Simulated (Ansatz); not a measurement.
Consider the following.

RbBiO3:
Space group Pm-3m (No. 221); a = 4.2434 Å, b = 4.2434 Å, c = 4.2434 Å, α = 90.00°, β = 90.00°, γ = 90.00°

| atom | site | symmetry | x | y | z |
|---|---|---|---|---|---|
| Rb | 1a | m-3m | 0.0000 | 0.0000 | 0.0000 |
| Bi | 1b | m-3m | 0.5000 | 0.5000 | 0.5000 |
| O | 3c | 4/mm.m | 0.0000 | 0.5000 | 0.5000 |

This is the r²SCAN-relaxed structure.

Problem. All from r²SCAN (plane waves, PAW; program Ansatz), unless another level is named. Estimate the electronic character.

Solution. metallic (no gap).

Problem. Give the formation energy from the elements (no fitted shifts).

Solution. -1153 meV/atom.

Problem. And the density of states at the Fermi level?

Solution. 0.51 states/eV per atom (mean over ±0.08 eV).

The first step of the workflow began from a Materials Project structure, measured or hypothetical; the Crystallography Open Database copy checked does not list it. Its standing as an ambient phase is unchecked. The r²SCAN relaxation kept the symmetry of its start; its stability against distortions is not shown here. The references are the lowest solids computed at this level, not always the standard phases (solids in place of the gases). Spin–orbit coupling is left out wherever it is not named.

Potentials: the later of the program's two PAW sets.
